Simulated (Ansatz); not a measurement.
TiC in space group P6_3/mmc (No. 194; Ti on 2c, C on 2d) under volume change, DFT-PBE in the program Ansatz with PAW potentials, shape and atoms relaxed at each volume.

| V (Å³/atom) | E − E(relaxed) (meV/atom) | P (GPa) |
|---|---|---|
| 11.032 | 69.3 | 21.98 |
| 11.396 | 29.2 | 13.53 |
| 11.759 | 6.9 | 6.26 |
| 12.123 | 0.0 | 0.00 |
| 12.487 | 6.3 | -5.38 |
| 12.850 | 23.8 | -10.00 |
| 13.214 | 51.2 | -13.96 |

Task: What does a third-order Birch–Murnaghan fit give for V₀, B₀ and B′?

Result: V₀ = 12.12 Å³/atom, B₀ = 193 GPa, B′ = 4.0.

The start of the workflow was typed in or built on a structure type; neither database checked (COD, Materials Project) lists it. It is not the phase usual at ambient conditions (space group No. 225). Symmetry was held in the PBE relaxation; its stability against distortions is not shown here. The run is not spin-polarised. The volume moved by -15 % from the start of the relaxation.

Potentials: the earlier of the program's two PAW sets.
